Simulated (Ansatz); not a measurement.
A structure of InAs relaxed with PBEsol (plane waves to 420 eV, PAW, scalar-relativistic; Ansatz, a first-principles code); single points at other levels follow on the same geometry (Ansatz, PAW; PBEsol+SOC at 420 eV on a 9×9×5 k-mesh; spin-orbit coupling only where +SOC is written). Space group P6₃mc (No. 186).

```
CELL_PARAMETERS angstrom
      4.29468     0.00000     0.00000
     -2.14734     3.71930     0.00000
      0.00000     0.00000     7.05746
ATOMIC_POSITIONS crystal
  In 0.66667 0.33333 0.99979
  In 0.33333 0.66667 0.49979
  As 0.66667 0.33333 0.62541
  As 0.33333 0.66667 0.12541
```

| level | gap (eV) | kind | conduction minimum |
|---|---|---|---|
| PBEsol | 0.00 | – | – |
| PBEsol+SOC | (withheld) | (withheld) | (withheld) |

### Question
What belongs in the gaps?

### Answer

- PBEsol+SOC, gap (eV): 0.03
- PBEsol+SOC, kind: indirect
- PBEsol+SOC, conduction minimum: Γ

The shift from spin-orbit coupling is approximate. No spin polarisation in the result.

The run could not lose the symmetry of its start.

The first start was generated by placing the elements on the sites of a structure type. Materials Project lists a structure of InAs in the same space group, P6₃mc (No. 186); the sites were not compared with it, nor with measured phases. Known forms of InAs include space group No. 216.
